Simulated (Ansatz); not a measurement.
TePb (zinc blende, space group No. 216), the program Ansatz at the PBEsol level (PAW). The conduction-band minimum lies at X, with 3 equivalent valleys. Second derivatives d²E/dk² of the lowest band at one valley (eV·Å²), along Cartesian directions:

```csv
direction,d²E/dk²
[100],3.867
[010],22.18
[001],22.18
[110],13.02
[101],13.02
[011],22.20
```

Q: Find the principal effective masses, the density-of-states mass and the conductivity mass.

A: Off-diagonal terms follow from H_xy = H[110] − (H_xx + H_yy)/2, and m*/mₑ = 7.620 eV·Å² over each eigenvalue: 0.34, 0.34, 2.0. One valley's DOS mass (m₁m₂m₃)^(1/3) = 0.61, conductivity mass 3/(Σ 1/mᵢ) = 0.47 mₑ.

Q: What effective density of states Nc follows at 300 K for parabolic valleys?

A: Nc = 2.509e19 × 3 × (0.61)^(3/2) ≈ 3.6e19 cm⁻³.

Q: With the computed static dielectric constant 12.1 (mean of the diagonal), estimate a hydrogenic donor's binding energy and radius.

A: E = 13.606 eV × 0.47/12.1² ≈ 44 meV; a = 0.529 Å × ε/m* ≈ 14 Å. Semilocal masses tend to be too small when the gap is underestimated.

Q: With ε∞ = 9.68 and ω_LO = 118 cm⁻¹, what Fröhlich coupling constant follows?

A: α = (1/ε∞ − 1/ε0) √(m* × 13.606 eV/ħω_LO) = 0.43.

Space group F-43m (zinc blende). The start of the workflow was typed in or built on a structure type; neither database checked (COD, Materials Project) lists it. It is not the phase usual at ambient conditions (space group No. 225). Symmetry was held in the PBEsol relaxation. At this level the phase is mechanically unstable. Scalar-relativistic: spin–orbit coupling is off unless named, which matters more the heavier the elements.

Potentials: the earlier of the program's two PAW sets. The files were generated under PBE; for other functionals the program regenerates the frozen cores, and for LDA and PBEsol the local potential too.
